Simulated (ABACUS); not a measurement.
Consider a self-consistent single point of Mg2ZnO3 (P-3m1, 12 atoms in the cell; from Materials Project mp-1222123, changed as shown).

```
Mg2ZnO3
1.0
    2.97234     0.00000     0.00000
    0.00000     5.14824     0.00000
    0.00000     0.00000     7.25525
Mg Zn O
4 2 6
Direct
  0.00000   0.33333   0.66580
  0.50000   0.16667   0.33420
  0.50000   0.83333   0.66580
  0.00000   0.66667   0.33420
  0.00000   0.00000   0.00000
  0.50000   0.50000   0.00000
  0.00000   0.33333   0.17262
  0.50000   0.16667   0.82738
  0.00000   0.00000   0.50000
  0.50000   0.83333   0.17262
  0.00000   0.66667   0.82738
  0.50000   0.50000   0.50000
```

Level of theory: LDA (PW92), numerical atomic orbitals SZP (confined pseudo-atomic orbitals with Gaussian additions; energy shift 0.01 Ry), PseudoDojo 0.4 standard norm-conserving LDA (tails mended) pseudopotentials run with ABACUS 3.10.1.

ABACUS settings:

basis: SZP numerical atomic orbitals, energy shift 0.01 Ry
KPT: Gamma 6 4 4 0 0 0
basis_type: lcao
dft_functional: PWLDA
ecutwfc: 100 Ry
smearing_method: fixed
potentials: PseudoDojo 0.4 standard norm-conserving LDA (tails mended)
symmetry: 1
symmetry_prec: 1e-05
ks_solver: scalapack_gvx
scf_nmax: 100
scf_thr: 1.0e-06
mixing_type: broyden
mixing_beta: 0.4

Results:

Number of valence electrons: 116
Number of bands: 70
Number of k-points after the program's reduction: 40
Size of the basis: 146
Number of SCF iterations: 11
Free energy E − TS: -20530.1931 eV
Top of the valence band (on the code's own zero): 10.04 eV
Gap on the k-point mesh: 3.33 eV
Pressure: -0.24 GPa
Largest force (vector length): 0.159 eV/Å

Forces (eV/Å):
| atom | Fx | Fy | Fz |
|---|---|---|---|
| Mg1 | 0.000 | 0.003 | -0.085 |
| Mg2 | 0.000 | -0.003 | 0.085 |
| Mg3 | 0.000 | 0.003 | -0.085 |
| Mg4 | 0.000 | -0.003 | 0.085 |
| Zn5 | 0.000 | 0.000 | 0.000 |
| Zn6 | 0.000 | 0.000 | 0.000 |
| O7 | 0.000 | -0.001 | -0.159 |
| O8 | 0.000 | 0.001 | 0.159 |
| O9 | 0.000 | 0.000 | 0.000 |
| O10 | 0.000 | -0.001 | -0.159 |
| O11 | 0.000 | 0.001 | 0.159 |
| O12 | 0.000 | 0.000 | 0.000 |

Stress (GPa, positive for compression):
```
-0.61   0.00   0.00
 0.00  -0.62  -0.01
 0.00  -0.01   0.50
```

Gaps are taken between levels on the mesh.

For comparison: a first run was changed to give this one (lattice scaled by 0.98), and from it to this one the free energy drops by 20.0 meV/atom, the pressure goes from -10.26 to -0.24 GPa, the largest force goes from 0.208 to 0.159 eV/Å and the gap on the mesh goes from 2.887 to 3.325 eV.

The atom-centred basis is finite, which shifts total energies, pressures, gaps and forces against plane waves. A single-zeta basis is rough, for pressures and forces above all. The structure comes from a collection of computed structures, made at another level of theory; the collection holds predicted forms beside known ones.

Cost on one core: roughly 50 core-seconds.

The atomic orbitals were generated for these runs; they are not ABACUS's published sets and were checked against plane waves on a few crystals only.

“Tails mended”: in these copies of the files the far tail of each local potential was reset to the Coulomb form.
